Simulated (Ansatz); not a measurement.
**CdPtC6N6: ¹⁴N nuclear quadrupole resonance**

Cell: a structure deposited in the COD, its atoms then relaxed with PBE in this cell.

```cif
data_CdPtC6N6
_symmetry_space_group_name_H-M 'Fm-3m'
_symmetry_Int_Tables_number 225
_cell_length_a 10.9421
_cell_length_b 10.9421
_cell_length_c 10.9421
_cell_angle_alpha 90.000
_cell_angle_beta 90.000
_cell_angle_gamma 90.000
loop_
_atom_site_label
_atom_site_type_symbol
_atom_site_symmetry_multiplicity
_atom_site_Wyckoff_symbol
_atom_site_fract_x
_atom_site_fract_y
_atom_site_fract_z
Cd Cd 4 b 0.5000 0.5000 0.5000
Pt Pt 4 a 0.0000 0.0000 0.0000
C C 24 e 0.1833 0.5000 0.5000
N N 24 e 0.2891 0.5000 0.5000
```

One atom of each set is listed; the run and its k-mesh use a cell of 14 atoms with edges of 7.74, 7.74, 7.74 Å.

Computed with Ansatz: DFT, PBE, plane waves and PAW, scalar-relativistic, 420 eV cutoff, Γ-centred 5×5×5 k-points, Fermi–Dirac smearing 0.05 eV.

¹⁴N: I = 1, Q = 20.44 mb (year-2017 value). Static lattice, zero field.

Question: Predict the zero-field ¹⁴N lines of each site.

Answer: For I = 1 the lines are ν± = (3/4)|C_Q|(1 ± η/3) and ν₀ = |C_Q|η/2.

```tsv
site	atoms	V_zz (10²¹ V/m²)	C_Q (MHz)	η	line frequencies (MHz)
N	6	-5.87	-2.90	0.00	2.18
```

An axis of threefold or higher order runs through N, so V_zz lies along it and η is zero.

The database entry as given showed forces above 3 eV/Å or a pressure above 30 GPa, though relaxing it moves no atom far.
